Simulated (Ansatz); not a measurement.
Here is the system:

Rb2WO2F4:
```cif
data_F4O2Rb2W
_chemical_formula_sum 'Rb2 W1 O2 F4'
_space_group_name_H-M_alt 'P 1'
_space_group_IT_number 1
_cell_length_a 6.06469
_cell_length_b 6.06469
_cell_length_c 4.81671
_cell_angle_alpha 88.767
_cell_angle_beta 91.233
_cell_angle_gamma 121.885
loop_
_space_group_symop_operation_xyz
  'x, y, z'
loop_
_atom_site_label
_atom_site_type_symbol
_atom_site_fract_x
_atom_site_fract_y
_atom_site_fract_z
_atom_site_occupancy
Rb1 Rb 0.67702 0.32298 0.30638 1
Rb2 Rb 0.32298 0.67702 0.69362 1
W1 W 0.00000 0.00000 0.00000 1
O1 O 0.85290 0.14710 0.80096 1
O2 O 0.14710 0.85290 0.19904 1
F1 F 0.83169 0.69805 0.76827 1
F2 F 0.16831 0.30195 0.23173 1
F3 F 0.69805 0.83169 0.23173 1
F4 F 0.30195 0.16831 0.76827 1
```

This is the r²SCAN-relaxed structure.

Task: All from the program Ansatz at the r²SCAN level (PAW), unless another level is named. Give the hole effective mass.

Result: 9.2, 12, 26 mₑ (principal values).

Task: What about the HSE06 gap on the r²SCAN cell?

Result: 4.20 eV.

Task: Next, the weight of the conduction-edge state by species (Voronoi cells)?

Result: W 65 %, F 32 %, O 2 %.

Task: Give the weight of the valence-edge state by species (Voronoi cells).

Result: O 90 %, W 5 %, F 3 %, Rb 2 %.

Space group C2/m. The first step of the workflow began from a Materials Project structure, measured or hypothetical; the Crystallography Open Database copy checked does not list it. Whether it is the stable phase at ambient conditions was not checked. The cell was relaxed with r²SCAN under the symmetry of its start; whether a distortion lowers the energy is not shown. The run is not spin-polarised. No Hubbard U is applied. Spin–orbit coupling is left out wherever it is not named.

Potentials: the later of the program's two PAW sets.
